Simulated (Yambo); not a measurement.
G0W0@LDA for Cs2KCoF6 (space group Fm-3m, No. 225) in Yambo. Reference settings: 2×2×2 Γ-centred k mesh, bands 5 to 277 and a 7 Ry block in the screening, 277 bands in G with the Bruneval-Gonze terminator, plasmon pole fitted at 27.2 eV. The LDA gap X → X on this mesh is 0.97 eV; G0W0 gaps are taken between the same points.

With and without the terminator, as bands are cut:

```tsv
bands in G (in W)	gap, terminator (eV)	gap, none (eV)	valence shift, terminator (eV)	valence shift, none (eV)
77 (77)	4.646	4.652	-1.230	-0.955
111 (111)	4.535	4.573	-1.201	-0.919
159 (159)	4.512	4.554	-1.211	-0.957
218 (218)	4.459	4.460	-1.214	-0.985
277 (277)	4.470	4.481	-1.240	-1.025
```

Over this range the gap spans 0.187 eV with the terminator and 0.192 eV without, the valence shift 0.039 eV and 0.106 eV. Neither column has reached its limit for certain.

Geometry of the Materials Project entry, not relaxed at this level; primitive cell a = b = c = 6.3904 Å, α = β = γ = 60.00°.

The structure is a Materials Project entry; no match was found in the copy of COD used, and its stability was not checked.

The runs are not spin-polarised; magnetic order was not tried.

A shift is the quasiparticle energy of the state minus its LDA energy.
